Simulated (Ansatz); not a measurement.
Ansatz (a quantum-chemistry and plane-wave program) input:

Ansatz 0.2 input:
```yaml
crystal:
  lattice:
    - [3.9809448761, 0.0, 0.0]
    - [-1.990472438, 3.4475993937, 0.0]
    - [0.0, 0.0, 4.7700696749]
  atoms:
    - { symbol: Ca, position: [0.3333333333, 0.6666666667, 0.75] }
    - { symbol: O, position: [0.6666666667, 0.3333333333, 0.75] }
    - { symbol: Ca, position: [0.6666666667, 0.3333333333, 0.25] }
    - { symbol: O, position: [0.3333333333, 0.6666666667, 0.25] }
kpoints:
  mp_grid: { grid: [8, 8, 6] }
hamiltonian:
  xc: r2scan
  pseudopotentials: { kind: paw }
scf:
  occupations: { method: fixed }
checkpoint: { read: static.run }
output: { write_density: true, elf: true, volumetric_format: npy }
basis: { fft_grid_basis: typed }
```

Output (shortened):

```
Pseudopotential: Ca, paw, valence charge 10
Pseudopotential: O, paw, valence charge 6
Functional definition: r2SCAN
Crystal: 4 atoms, lattice volume = 65.468 Å³
Basis set: ecut = 500 eV, 1667 PW (Γ), exchange–correlation on 120×120×144 points (64 copies of the dense FFT grid, shifted against one another)
Bands: 20, of which v1, the nominal top of the filled ones, is band 16 counted from 1 (15 counted from 0)
Symmetry: 24 space group operations
Space group: P63/mmc (ITA 194), of the structure as read, at distance tolerance 4.0e-5 Å
k-points: 40 of 384
Stability of the state it starts from, as read at its close in the unpolarized treatment …
iter 1 solved again at ethr=9.27e-7 eV; its pass at ethr=3.10e-3 eV (dr2=2.97e-4 eV) is discarded
SCF iter   1: F=—  HF=-4787.785338 eV  |F-HF|=—  |Δ(HF+E_count)|=         —  Δρ=1.58e-6  dr2=1.52e-9  dr2_τ=2.23e-10  ethr=9.27e-7  ⟨swp⟩=2.1  Hψ=5268  notcnv=0  defer=74
preconditioner: auto → Resta (q_TF=auto, 2.421 Å⁻¹)
SCF iter   2: F=—  HF=-4787.785337 eV  |F-HF|=—  |Δ(HF+E_count)|=   8.95e-7  Δρ=1.24e-6  dr2=1.01e-9  dr2_τ=2.86e-10  ethr=4.74e-12  ⟨swp⟩=8.6  Hψ=4683  notcnv=0
SCF iter   3: F=-4787.785337 eV  HF=-4787.785337 eV  |F-HF|=1.42e-10  |Δ(HF+E_count)|=  1.87e-10  Δρ=5.68e-7  dr2=1.97e-10  dr2_τ=3.60e-11  ethr=3.17e-12  ⟨swp⟩=1.0  Hψ=1987  notcnv=0
SCF 1 converged in 3 iterations: F = -4787.785337 eV  dr2 = 1.97e-10
SCF converged after 3 iterations
Free energy (F): -4787.785337 eV
Harris-Foulkes:  -4787.785337 eV  (|F-HF|=1.42e-10)
Internal energy: -4787.785337 eV  (E = F + TS)
E sigma→0 (E₀):  -4787.785337 eV
Fermi energy:    5.568033 eV
--- Per-component energies (eV) ---
  E_band       = -285.707812
  E_kinetic    = 913.870391
  E_local      = -2168.921827  (includes V_loc(G=0)·N_el)
  E_nonlocal   = 221.071470
  E_hartree    = 755.936826
  E_xc         = -424.084112
  E_vxc        = -605.099150  (∫ρ·V_xc dr)
  E_paw        = -2047.310655  (= ΣΔE_a)
  E_vpaw       = -196.053133  (= ΣTr[D̂ρ^β])
  E_aug_tail   = 0.002051  (compensation charges beyond the density's cutoff)
  E_vtau       = 37.548629  (kinetic-family band-sum trace: ∫τ·v_τ [+ j·A + Jᵃ·Aᵃ] dr)
  E_ewald      = -2037.844268
  E_core_change = -0.505212  (= ΣΔE_core)
  E_smearing   =  0.000000  (= −TS)
  E_closure    = 0.000000  (closes the sum)
  Σ components = -4787.785337   (vs F -4787.785337, Δ=0.00e0)
  [band-id]    e_kinetic+e_local+e_nonlocal+2·e_hartree+e_vxc+e_vpaw+e_augmentation_tail+e_vtau = -285.707919   (vs E_band -285.707812, Δ=-1.07e-4)
--- Band table (eV; the first three rows and the last of 40) ---
  k-point 0: bands = ["-33.4581", "-33.3252", "-13.9216", "-13.6755", "-13.6755", "-13.4776", "-13.4776", "-13.3426", "-10.8219", "-10.6573", "4.3710", "4.3710", "4.4104", "4.4104", "4.4801", "5.5680", "9.2006", "12.3847", "12.3847", "14.0019"]
  k-point 1: bands = ["-33.4490", "-33.3339", "-13.9496", "-13.6621", "-13.6621", "-13.4906", "-13.4906", "-13.4702", "-10.6711", "-10.5524", "4.3157", "4.3468", "4.3468", "4.3768", "4.3768", "5.1576", "9.4868", "12.6500", "12.6500", "13.3333"]
  k-point 2: bands = ["-33.4243", "-33.3579", "-13.9764", "-13.7192", "-13.6254", "-13.6254", "-13.5264", "-13.5264", "-10.3946", "-10.3475", "4.0276", "4.2989", "4.2989", "4.3118", "4.3118", "4.4318", "10.1420", "12.1413", "13.3254", "13.3254"]
  k-point 39: bands = ["-33.3752", "-33.3752", "-14.4813", "-14.4813", "-13.6710", "-13.6710", "-13.3770", "-13.3770", "-9.7038", "-9.7038", "3.5964", "3.5964", "4.5876", "4.5876", "4.7088", "4.7088", "10.8851", "10.8851", "13.7571", "13.7571"]
```

Cost: around 6 core-seconds (rough) on shared cores.

Space group P6_3/mmc. The start of the workflow was typed in or built on a structure type; the Crystallography Open Database copy checked does not list it. It is not the phase usual at ambient conditions (space group No. 225). Symmetry was held in the r²SCAN relaxation; its stability against distortions is not shown here.

Potentials: the later of the program's two PAW sets.

Ansatz is a plane-wave DFT program.
